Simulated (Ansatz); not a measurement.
# How far is PAW off for PIr₂?

```
P Ir
1.0
     0.00000    2.73983    2.76750
     2.73983    0.00000    2.76750
     2.73983    2.73983    0.00000
P Ir
1 2
Direct
  0.00000 0.00000 0.00000
  0.25000 0.25000 0.25000
  0.75000 0.75000 0.75000
```

Atoms are numbered in the order listed.

The cell comes from COD entry 1011371, which wasn't checked; take it as a given geometry. The listed cell was then made from it by scaling, straining or moving an atom.

Spin polarisation is left out, and whether a magnetic state lies lower isn't shown here.

Spin–orbit coupling is left out, though it moves levels of the heavy atoms by tenths of an eV or more.

Methods: DFT, LDA, PAW with Ansatz's default frozen-core files, scalar-relativistic (Ansatz 0.2.0); DFT, LDA, all-electron LAPW, scalar-relativistic (Ansatz 0.2.0).

For PAW: a Γ-centred 11×11×11 k mesh, Fermi–Dirac smearing of 0.05 eV, cutoff 420 eV, no spin polarisation; the PAW files were made with PBE, and the program remakes their frozen cores for this functional. LAPW targets a basis error of 1 meV/atom. The Ansatz runs share mesh, smearing and spin set-up. Plane-wave (PAW) pressures include the program's estimate of the Pulay term.

Stress and pressure are positive in compression.

The change that made this cell: equal xx and yy strain of -1 %.

PAW results:

```json
{"quantity": "pressure (GPa)", "PAW": "1.38"}
{"quantity": "stress xx (GPa)", "PAW": "3.07"}
{"quantity": "stress zz (GPa)", "PAW": "-2.01"}
```

Question: What does all-electron LAPW give for the same quantities?

Answer: 
```tsv
quantity	LAPW
pressure (GPa)	1.45
stress xx (GPa)	3.14
stress zz (GPa)	-1.94
```
